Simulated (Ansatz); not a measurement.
This is a known allotrope of Hf, reached from a generated start. Known forms of Hf include space group No. 194.

A relaxed cell of Hf (Im-3m (No. 229)), relaxed on a k-mesh at least as fine as the one used below. The numbers are results of PBEsol (plane waves to 420 eV, PAW, scalar-relativistic; Ansatz, a first-principles code), not measurements. Γ-centred k-mesh 13×13×13 on the run's cell (coarser than for final values), Fermi–Dirac smearing 0.05 eV.

```yaml
crystal:
  lattice:
    - [-3.49005, 3.49005, 3.49005]
    - [1.74503, -1.74503, 1.74503]
    - [1.74503, 1.74503, -1.74503]
  atoms:
    - { symbol: Hf, position: [0.00000, 0.00000, 0.00000] }
    - { symbol: Hf, position: [0.50000, 0.00000, 0.00000] }
```

The atoms are displaced along an unstable phonon of this cell by (Å):

```json
[
 {"atom": "Hf1", "ux": "0.000", "uy": "0.106", "uz": "-0.106"},
 {"atom": "Hf2", "ux": "0.000", "uy": "-0.106", "uz": "0.106"}
]
```

Task: What forces (eV/Å) and pressure result?

Result: 
```csv
atom,Fx,Fy,Fz
Hf1,0.00,0.28,-0.28
Hf2,0.00,-0.28,0.28
```

Pressure +0.6 GPa.

Task: Estimate the energy cost of the displacement in the harmonic approximation and compare with the calculation.

Result: For a harmonic well ΔE = −½ Σ F·u = -0.060 eV a cell, or -30 meV/atom. The calculated energy relative to the undisplaced cell is -0.04 eV/atom, so the harmonic estimate holds well.

The undisplaced cell is probably no minimum: from this displacement the run went on to P6₃/mmc (No. 194), 0.17 eV/atom below it.

No spin polarisation in the result.
